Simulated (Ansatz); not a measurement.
According to the program Ansatz at the r²SCAN level (PAW), In₃GaSbAs₃ in the orthorhombic phase (Pmm2; Pearson symbol oP8) relaxes to a = 4.309 Å, b = 4.327 Å, c = 12.268 Å. In on 1a has 4 nearest neighbours from 2.65 Å (tetrahedral); As on 1b has 4 nearest neighbours from 2.65 Å (tetrahedral); In on 1d has 4 nearest neighbours from 2.65 Å (tetrahedral); As on 1c has 4 nearest neighbours from 2.64 Å (tetrahedral).

Electronic character: no gap, with almost no states at the Fermi level (zero-gap or semimetallic).

The bulk modulus is 55.7 GPa. Bader charges are In +0.67 to +0.84, As -0.84 to -0.78, Ga +0.58, Sb -0.47 e.

The start of the workflow was typed in or built on a structure type; neither database checked (COD, Materials Project) lists it. Whether it is the stable phase at ambient conditions was not checked. Symmetry was held in the r²SCAN relaxation; whether a distortion lowers the energy is not shown. Scalar-relativistic: spin–orbit coupling is off unless named, which matters more the heavier the elements.

Potentials: the earlier of the program's two PAW sets.
